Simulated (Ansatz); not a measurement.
O: frozen-core PAW against all-electron methods

```
O
1.0
     1.42335    0.82177    3.40830
    -1.42335    0.82177    3.40830
     0.00000   -1.64354    3.40830
O
2
Direct
  0.05770 0.05770 0.05770
  0.94230 0.94230 0.94230
```

Atom numbers follow the list: O1, O2.

The cell comes from COD entry 2106431, which wasn't checked; take it as a given geometry.

Solid oxygen carries moments on its molecules; these runs leave spin out.

All numbers are computed: DFT, PBEsol, PAW with Ansatz's default frozen-core files, scalar-relativistic (Ansatz 0.2.0); DFT, PBEsol, all-electron LAPW, scalar-relativistic (Ansatz 0.2.0).

For PAW: a Γ-centred 10×10×10 k mesh, Fermi–Dirac smearing of 0.02 eV, cutoff 420 eV, no spin polarisation; the PAW files were made with PBE, and the program remakes their frozen cores for this functional. LAPW targets a basis error of 0.5 meV/atom. The Ansatz runs share mesh, smearing and spin set-up. Plane-wave (PAW) pressures include the program's estimate of the Pulay term.

Stress and pressure are positive in compression.

Levels count from the Fermi level.

PAW results:

```csv
quantity,PAW
pressure (GPa),1.49
stress xx (GPa),-8.51
stress zz (GPa),21.48
"force on O1, z (eV/Å)",2.085
highest filled level at H2 (eV),-0.077
lowest empty level at H2 (eV),10.488
highest filled level at L (eV),-0.748
lowest empty level at L (eV),0.067
highest filled level at S2 (eV),-0.182
lowest empty level at S2 (eV),10.585
```

**Question.** What does all-electron LAPW give for the same quantities?

**Answer.** 
```json
{"quantity": "pressure (GPa)", "LAPW": "1.83"}
{"quantity": "stress xx (GPa)", "LAPW": "-8.56"}
{"quantity": "stress zz (GPa)", "LAPW": "22.62"}
{"quantity": "force on O1, z (eV/Å)", "LAPW": "2.239"}
{"quantity": "highest filled level at H2 (eV)", "LAPW": "-0.077"}
{"quantity": "lowest empty level at H2 (eV)", "LAPW": "10.555"}
{"quantity": "highest filled level at L (eV)", "LAPW": "-0.749"}
{"quantity": "lowest empty level at L (eV)", "LAPW": "0.067"}
{"quantity": "highest filled level at S2 (eV)", "LAPW": "-0.181"}
{"quantity": "lowest empty level at S2 (eV)", "LAPW": "10.653"}
```
